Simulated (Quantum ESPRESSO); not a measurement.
## Si3FO4N (one run as intended and one with a planted mistake)

A calculation, not a measurement. The program is pw.x of Quantum ESPRESSO 7.5 (plane-wave density functional theory). The cell is made up: 9 atoms on a quartz lattice, with randomly drawn elements, strain and displacements, not relaxed. PseudoDojo standard norm-conserving files (v0.5 for PBE, v0.4.1 for LDA and PBEsol) set the functional; there is no spin polarisation, spin-orbit coupling or dispersion term, and the masses in the input are unused placeholders.

Intended input:

```
&control calculation='scf', pseudo_dir='./dojo.nc.sr.pbe.v0_5.standard.upf', outdir='./o', disk_io='medium', tprnfor=.true., tstress=.true. /
&system ibrav=0, nat=9, ntyp=4, nbnd=30, ecutwfc=84.00895049, nosym=.true., tot_charge=0,
 occupations='smearing', smearing='fd', degauss=0.0018374661
/
&electrons conv_thr=7.350e-09, electron_maxstep=60, /
ATOMIC_SPECIES
F 1.0 F.upf
N 1.0 N.upf
O 1.0 O.upf
Si 1.0 Si.upf
CELL_PARAMETERS angstrom
4.9103 -0.0476 -0.0117
-2.4964 4.2724 0.0122
-0.0129 0.0081 5.3822
ATOMIC_POSITIONS angstrom
Si 2.3049 -0.0042 3.4424
Si -1.2499 1.9053 1.9204
Si 1.2299 2.3045 -0.001
F 1.217 1.1491 4.1154
O 3.2859 0.4955 2.5167
O 2.8463 2.4468 0.6379
N 0.1055 1.7285 1.3205
O -1.0982 3.1388 2.9754
O 0.8758 3.639 4.7849
K_POINTS automatic
5 5 4 1 1 1
```

The log is shortened where brackets say so; the opening notice, blank lines, dates and the lines on written files are dropped, and the path of the files is cut. It prints rydbergs, bohrs and kilobars, and counts compression as positive stress. Where no state is partly filled, the Fermi energy that it prints is only some level between the filled and the empty states on the mesh, and need not lie in the true gap.

Log of the intended run:

```
     Program PWSCF v.7.5
     Parallel version (MPI & OpenMP), running on       1 processor cores
     Number of MPI processes:                 1
     Threads/MPI process:                     1
     [start-up lines left out]
     bravais-lattice index     =            0
     lattice parameter (alat)  =       9.2796  a.u.
     unit-cell volume          =     757.6454 (a.u.)^3
     number of atoms/cell      =            9
     number of atomic types    =            4
     number of electrons       =        48.00
     number of Kohn-Sham states=           30
     kinetic-energy cutoff     =      84.0090  Ry
     charge density cutoff     =     336.0358  Ry
     scf convergence threshold =      7.3E-09
     mixing beta               =       0.7000
     number of iterations used =            8  plain     mixing
     Exchange-correlation= PBE
                           (   1   4   3   4   0   0   0)
     [axes and pseudopotential details left out]
   Cartesian axes
     site n.     atom                  positions (alat units)
         1        Si     tau(   1) = (   0.4693777  -0.0008553   0.7010220  )
         2        Si     tau(   2) = (  -0.2545339   0.3880018   0.3910768  )
         3        Si     tau(   3) = (   0.2504610   0.4692962  -0.0002036  )
         4        F      tau(   4) = (   0.2478340   0.2340066   0.8380740  )
         5        O      tau(   5) = (   0.6691518   0.1009053   0.5125093  )
         6        O      tau(   6) = (   0.5796302   0.4982747   0.1299041  )
         7        N      tau(   7) = (   0.0214844   0.3519976   0.2689111  )
         8        O      tau(   8) = (  -0.2236412   0.6391959   0.6059206  )
         9        O      tau(   9) = (   0.1783509   0.7410583   0.9744133  )
     number of k points=    50  Fermi-Dirac smearing, width (Ry)=  0.0018
                       cart. coord. in units 2pi/alat
        k(    1) = (   0.1019653   0.1741900   0.1140282), wk =   0.0400000
        k(    2) = (   0.1025055   0.1738543   0.3421219), wk =   0.0400000
     [further k points left out]
     Dense  grid:    78791 G-vectors     FFT dimensions: (  60,  60,  60)
     Estimated max dynamical RAM per process >     102.56 MB
     Initial potential from superposition of free atoms
     starting charge      47.9981, renormalised to      48.0000
     Starting wfcs are   36 randomized atomic wfcs
     total cpu time spent up to now is       15.2 secs
     per-process dynamical memory:    80.3 Mb
     Self-consistent Calculation
     iteration #  1     ecut=    84.01 Ry     beta= 0.70
     Davidson diagonalization with overlap
     ethr =  1.00E-02,  avg # of iterations =  3.0
     total cpu time spent up to now is       41.0 secs
     total energy              =    -226.79018620 Ry
     estimated scf accuracy    <       3.03375083 Ry
     iteration #  2     ecut=    84.01 Ry     beta= 0.70
     Davidson diagonalization with overlap
     ethr =  6.32E-03,  avg # of iterations =  3.2
     total cpu time spent up to now is       63.3 secs
     total energy              =    -227.01476276 Ry
     estimated scf accuracy    <       4.20968293 Ry
     [iterations 3 to 10 left out]
     iteration # 11     ecut=    84.01 Ry     beta= 0.70
     Davidson diagonalization with overlap
     ethr =  1.75E-10,  avg # of iterations =  3.5
     total cpu time spent up to now is      293.2 secs
     total energy              =    -228.07806080 Ry
     estimated scf accuracy    <       0.00000001 Ry
     iteration # 12     ecut=    84.01 Ry     beta= 0.70
     Davidson diagonalization with overlap
     ethr =  2.12E-11,  avg # of iterations =  2.0
     total cpu time spent up to now is      327.0 secs
     End of self-consistent calculation
     [lines on levels left out]
     the Fermi energy is     6.3680 ev
!    total energy              =    -228.07806081 Ry
     estimated scf accuracy    <          1.2E-09 Ry
     smearing contrib. (-TS)   =      -0.00000000 Ry
     internal energy E=F+TS    =    -228.07806081 Ry
     The total energy is F=E-TS. E is the sum of the following terms:
     one-electron contribution =    -103.63525948 Ry
     hartree contribution      =      77.90926697 Ry
     xc contribution           =     -61.12901891 Ry
     ewald contribution        =    -141.22304940 Ry
     convergence has been achieved in  12 iterations
     Forces acting on atoms (cartesian axes, Ry/au):
     atom    1 type  4   force =    -0.10279332   -0.18609571    0.30669623
     atom    2 type  4   force =    -0.06370188    0.16701918   -0.08853736
     atom    3 type  4   force =    -0.00876593   -0.15005978    0.38706753
     atom    4 type  1   force =     0.02904979   -0.02734523   -0.02124139
     atom    5 type  3   force =     0.11193457    0.03517288   -0.11311733
     atom    6 type  3   force =    -0.18532973   -0.01185643   -0.08672207
     atom    7 type  2   force =     0.46157070   -0.02059969   -0.24803168
     atom    8 type  3   force =    -0.11364994   -0.03263305    0.05576319
     atom    9 type  3   force =    -0.12831426    0.22639784   -0.19187711
     Total force =     0.904821     Total SCF correction =     0.000040
     Computing stress (Cartesian axis) and pressure
          total   stress  (Ry/bohr**3)                   (kbar)     P=      190.10
   0.00133783   0.00028445  -0.00098692          196.80       41.84     -145.18
   0.00028445   0.00176399  -0.00036773           41.84      259.49      -54.10
  -0.00098692  -0.00036773   0.00077505         -145.18      -54.10      114.01
     init_run     :     12.33s CPU     15.09s WALL (       1 calls)
     electrons    :    287.35s CPU    311.79s WALL (       1 calls)
     forces       :      6.33s CPU      6.45s WALL (       1 calls)
     stress       :     22.86s CPU     22.97s WALL (       1 calls)
     [timing details left out]
     PWSCF        :   5m29.15s CPU   5m57.11s WALL
     JOB DONE.
```

A second run has one planted mistake: the k-point mesh is too coarse. The input lines that differ, file-writing options aside:

```
- 5 5 4 1 1 1
+ 1 1 1 1 1 1
```

Its log:

```
     Program PWSCF v.7.5
     Parallel version (MPI & OpenMP), running on       1 processor cores
     Number of MPI processes:                 1
     Threads/MPI process:                     1
     [start-up lines left out]
     bravais-lattice index     =            0
     lattice parameter (alat)  =       9.2796  a.u.
     unit-cell volume          =     757.6454 (a.u.)^3
     number of atoms/cell      =            9
     number of atomic types    =            4
     number of electrons       =        48.00
     number of Kohn-Sham states=           30
     kinetic-energy cutoff     =      84.0090  Ry
     charge density cutoff     =     336.0358  Ry
     scf convergence threshold =      7.3E-09
     mixing beta               =       0.7000
     number of iterations used =            8  plain     mixing
     Exchange-correlation= PBE
                           (   1   4   3   4   0   0   0)
     [axes and pseudopotential details left out]
   Cartesian axes
     site n.     atom                  positions (alat units)
         1        Si     tau(   1) = (   0.4693777  -0.0008553   0.7010220  )
         2        Si     tau(   2) = (  -0.2545339   0.3880018   0.3910768  )
         3        Si     tau(   3) = (   0.2504610   0.4692962  -0.0002036  )
         4        F      tau(   4) = (   0.2478340   0.2340066   0.8380740  )
         5        O      tau(   5) = (   0.6691518   0.1009053   0.5125093  )
         6        O      tau(   6) = (   0.5796302   0.4982747   0.1299041  )
         7        N      tau(   7) = (   0.0214844   0.3519976   0.2689111  )
         8        O      tau(   8) = (  -0.2236412   0.6391959   0.6059206  )
         9        O      tau(   9) = (   0.1783509   0.7410583   0.9744133  )
     number of k points=     1  Fermi-Dirac smearing, width (Ry)=  0.0018
                       cart. coord. in units 2pi/alat
        k(    1) = (  -0.5095562  -0.8711179  -0.4560941), wk =   2.0000000
     Dense  grid:    78791 G-vectors     FFT dimensions: (  60,  60,  60)
     Estimated max dynamical RAM per process >     102.56 MB
     Initial potential from superposition of free atoms
     starting charge      47.9981, renormalised to      48.0000
     Starting wfcs are   36 randomized atomic wfcs
     total cpu time spent up to now is        2.5 secs
     per-process dynamical memory:    75.1 Mb
     Self-consistent Calculation
     iteration #  1     ecut=    84.01 Ry     beta= 0.70
     Davidson diagonalization with overlap
     ethr =  1.00E-02,  avg # of iterations =  3.0
     total cpu time spent up to now is        3.5 secs
     total energy              =    -226.77190998 Ry
     estimated scf accuracy    <       3.04884779 Ry
     iteration #  2     ecut=    84.01 Ry     beta= 0.70
     Davidson diagonalization with overlap
     ethr =  6.35E-03,  avg # of iterations =  3.0
     total cpu time spent up to now is        4.5 secs
     total energy              =    -227.22346031 Ry
     estimated scf accuracy    <       3.55703794 Ry
     [iterations 3 to 10 left out]
     iteration # 11     ecut=    84.01 Ry     beta= 0.70
     Davidson diagonalization with overlap
     ethr =  2.72E-10,  avg # of iterations =  2.0
     total cpu time spent up to now is       13.1 secs
     total energy              =    -228.06065916 Ry
     estimated scf accuracy    <       0.00000001 Ry
     iteration # 12     ecut=    84.01 Ry     beta= 0.70
     Davidson diagonalization with overlap
     ethr =  2.76E-11,  avg # of iterations =  2.0
     total cpu time spent up to now is       13.9 secs
     End of self-consistent calculation
     [lines on levels left out]
     the Fermi energy is     8.4113 ev
!    total energy              =    -228.06065917 Ry
     estimated scf accuracy    <          2.3E-09 Ry
     smearing contrib. (-TS)   =      -0.00000000 Ry
     internal energy E=F+TS    =    -228.06065917 Ry
     The total energy is F=E-TS. E is the sum of the following terms:
     one-electron contribution =    -103.71051983 Ry
     hartree contribution      =      78.03453003 Ry
     xc contribution           =     -61.16161997 Ry
     ewald contribution        =    -141.22304940 Ry
     convergence has been achieved in  12 iterations
     Forces acting on atoms (cartesian axes, Ry/au):
     atom    1 type  4   force =    -0.10026499   -0.20299181    0.31274285
     atom    2 type  4   force =    -0.07572220    0.17719711   -0.10279360
     atom    3 type  4   force =    -0.02181343   -0.16410471    0.40348117
     atom    4 type  1   force =     0.04086678   -0.02211688   -0.02378393
     atom    5 type  3   force =     0.13161402    0.02427498   -0.12419662
     atom    6 type  3   force =    -0.17390995   -0.04405564   -0.05677233
     atom    7 type  2   force =     0.47504685    0.00841777   -0.29403335
     atom    8 type  3   force =    -0.13653664   -0.01366948    0.07749359
     atom    9 type  3   force =    -0.13928043    0.23704866   -0.19213778
     Total force =     0.952879     Total SCF correction =     0.000054
     Computing stress (Cartesian axis) and pressure
          total   stress  (Ry/bohr**3)                   (kbar)     P=      196.90
   0.00146344   0.00026318  -0.00102646          215.28       38.72     -151.00
   0.00026318   0.00179319  -0.00027973           38.72      263.79      -41.15
  -0.00102646  -0.00027973   0.00075894         -151.00      -41.15      111.64
     init_run     :      2.23s CPU      2.33s WALL (       1 calls)
     electrons    :      9.90s CPU     11.42s WALL (       1 calls)
     forces       :      0.37s CPU      0.42s WALL (       1 calls)
     stress       :      1.00s CPU      1.03s WALL (       1 calls)
     [timing details left out]
     PWSCF        :     13.64s CPU     15.39s WALL
     JOB DONE.
```

```
                                            intended run  run with the mistake
                          free energy (eV)     -3103.160             -3102.923
                    smearing term -TS (eV)        0.0000                0.0000
                            pressure (GPa)         19.01                 19.69
            largest force component (eV/Å)        11.867                12.214
largest change of a force component (eV/Å)                               1.183
                                iterations            12                    12
```

For scale, a rerun of the intended cell at a cutoff of 1437 eV and k mesh 7 x 7 x 6 moved values by no more than 0.002 eV in energy, 0.02 GPa in stress and 0.002 eV/Å in force.